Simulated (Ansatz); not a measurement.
Each is relaxed and computed with plane-wave PAW PBE (Ansatz code). Which is the only metal?
A) Mg2Si, Pn-3m (Mg on 4c, Si on 2a)
B) SiO2, CdI2 type
C) SiSe2, anatase
D) VSi2, I4/mcm (Si on 8h, V on 4a)

D, VSi2, I4/mcm (Si on 8h, V on 4a). VSi2: metal; SiO2: gap 6.25 eV (indirect); Mg2Si: gap 0.31 eV (direct); SiSe2: gap 0.31 eV (indirect). Constructed cells (a structure type filled with these elements, in neither database checked): VSi2, I4/mcm (Si on 8h, V on 4a); SiO2, CdI2 type; Mg2Si, Pn-3m (Mg on 4c, Si on 2a); SiSe2, anatase. Not the usual ambient phase: SiO2, CdI2 type; Mg2Si, Pn-3m (Mg on 4c, Si on 2a). Began spin-polarised and lost the moments: VSi2, I4/mcm (Si on 8h, V on 4a). Weakly bound layers, chains or molecules computed without a dispersion correction, so cells and soft constants are ill determined: SiO2, CdI2 type. All cells were relaxed under the symmetry of their starts (and spin orders); stability against distortions was not tested throughout. Scalar-relativistic: spin–orbit coupling is off unless named, which matters more the heavier the elements.

Potentials: the later of the program's two PAW sets.
